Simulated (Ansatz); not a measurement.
MgAu:
Space group Pm-3m (No. 221); a = b = c = 3.2702 Å, α = β = γ = 90.00°

```tsv
atom	site	symmetry	x	y	z
Au	1a	m-3m	0.0000	0.0000	0.0000
Mg	1b	m-3m	0.5000	0.5000	0.5000
```

Relaxed with r²SCAN.

**Question.** Tabulate the valence density and the electron localisation function along the shortest Au–Au contact (3.27 Å), DFT-r²SCAN in the program Ansatz with PAW potentials.

**Answer.** 

| distance from Au (Å) | density (e/Å³) | ELF |
|---|---|---|
| 0.33 | 10.95 | 0.66 |
| 0.49 | 7.64 | 0.59 |
| 0.65 | 4.61 | 0.54 |
| 0.82 | 2.17 | 0.47 |
| 0.98 | 0.86 | 0.37 |
| 1.14 | 0.47 | 0.29 |
| 1.31 | 0.28 | 0.26 |
| 1.47 | 0.20 | 0.24 |
| 1.64 | 0.19 | 0.23 |
| 1.80 | 0.20 | 0.24 |
| 1.96 | 0.28 | 0.26 |
| 2.13 | 0.47 | 0.29 |
| 2.29 | 0.86 | 0.37 |
| 2.45 | 2.17 | 0.47 |
| 2.62 | 4.61 | 0.54 |
| 2.78 | 7.64 | 0.59 |
| 2.94 | 10.95 | 0.66 |

The density is the valence pseudo-density with augmentation charge, so density and ELF within about 1 Å of a nucleus are not all-electron values.

The workflow started from an entry of the Crystallography Open Database (COD). Whether it is the stable phase at ambient conditions was not checked. The r²SCAN relaxation kept the symmetry of its start; its stability against distortions is not shown here. Spin–orbit coupling is left out wherever it is not named.

Potentials: the later of the program's two PAW sets.
